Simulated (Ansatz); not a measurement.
Here is the system:

Ni₃P:
```yaml
crystal:
  lattice:
    - [-4.43117, 4.43117, 2.16589]
    - [4.43117, -4.43117, 2.16589]
    - [4.43117, 4.43117, -2.16589]
  atoms:
    - { symbol: Ni, position: [0.00909, 0.61073, 0.66728] }
    - { symbol: Ni, position: [0.65819, 0.99091, 0.60164] }
    - { symbol: Ni, position: [0.94345, 0.34181, 0.33272] }
    - { symbol: Ni, position: [0.38927, 0.05655, 0.39836] }
    - { symbol: Ni, position: [0.97524, 0.58760, 0.05293] }
    - { symbol: Ni, position: [0.07769, 0.02476, 0.61235] }
    - { symbol: Ni, position: [0.53467, 0.92231, 0.94707] }
    - { symbol: Ni, position: [0.41240, 0.46533, 0.38765] }
    - { symbol: Ni, position: [0.35342, 0.16470, 0.03507] }
    - { symbol: Ni, position: [0.68165, 0.64658, 0.81128] }
    - { symbol: Ni, position: [0.12963, 0.31835, 0.96493] }
    - { symbol: Ni, position: [0.83530, 0.87037, 0.18872] }
    - { symbol: P, position: [0.52956, 0.19564, 0.76370] }
    - { symbol: P, position: [0.23414, 0.47044, 0.66608] }
    - { symbol: P, position: [0.43193, 0.76586, 0.23630] }
    - { symbol: P, position: [0.80436, 0.56807, 0.33392] }
```

This is the r²SCAN-relaxed structure.

Question: All from DFT-r²SCAN in the program Ansatz with PAW potentials, unless another level is named. Give the electronic character.

Answer: metallic (no gap).

Question: Next, the formation energy from the elements (no fitted shifts)?

Answer: -0.44 eV/atom.

Question: And the density of states at the Fermi level?

Answer: 0.53 states/eV per atom (mean over ±0.08 eV).

Space group I-4. The first step of the workflow began from a Materials Project structure, measured or hypothetical; the Crystallography Open Database files this formula in space group No. 82, but the cells were not matched. Whether it is the stable phase at ambient conditions was not checked. The r²SCAN relaxation kept the symmetry of its start; its stability against distortions is not shown here. No spin polarisation was allowed. The references are the lowest solids computed at this level, not always the standard phases.

Potentials: the later of the program's two PAW sets.
